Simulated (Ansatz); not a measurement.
A geometry of Cd away from equilibrium: the start of the relaxation of a randomly generated symmetric cell of Cd (space group No. 19). Calculation: PBE (plane waves to 420 eV, PAW, scalar-relativistic; Ansatz, a quantum-chemistry and plane-wave program). Γ-centred k-mesh 9×7×6 on the run's cell (coarser than for final values), Fermi–Dirac smearing 0.05 eV.

```xyz
4
Lattice="3.6524 0.0000 0.0000 0.0000 4.7164 0.0000 0.0000 0.0000 5.4141" Properties=species:S:1:pos:R:3 pbc="T T T"
Cd     0.2313     0.2414     4.3165
Cd     2.0575     2.1168     1.0975
Cd     1.5949     4.4750     1.6095
Cd     3.4211     2.5996     3.8046
```

**Question.** Give the Cartesian forces on all atoms (eV/Å).

**Answer.** 
| atom | Fx | Fy | Fz |
|---|---|---|---|
| Cd1 | 0.78 | 0.05 | 1.08 |
| Cd2 | 0.78 | -0.05 | -1.08 |
| Cd3 | -0.78 | -0.05 | 1.08 |
| Cd4 | -0.78 | 0.05 | -1.08 |

**Question.** What is the pressure?

**Answer.** +13.9 GPa, compression positive.

**Question.** How much energy per atom can still be gained by relaxing?

**Answer.** 0.52 eV/atom; the path ends in Cmcm (No. 63).

No spin polarisation in the result.

The run could not lose the symmetry of its start: the end is stationary, and may be a saddle point rather than a minimum.

The end of the path is a generated cell of Cd: the first start was made by a random draw of sites in a space group, and the end was not matched to a known phase here, so it may be hypothetical. Known forms of Cd include space group No. 194.
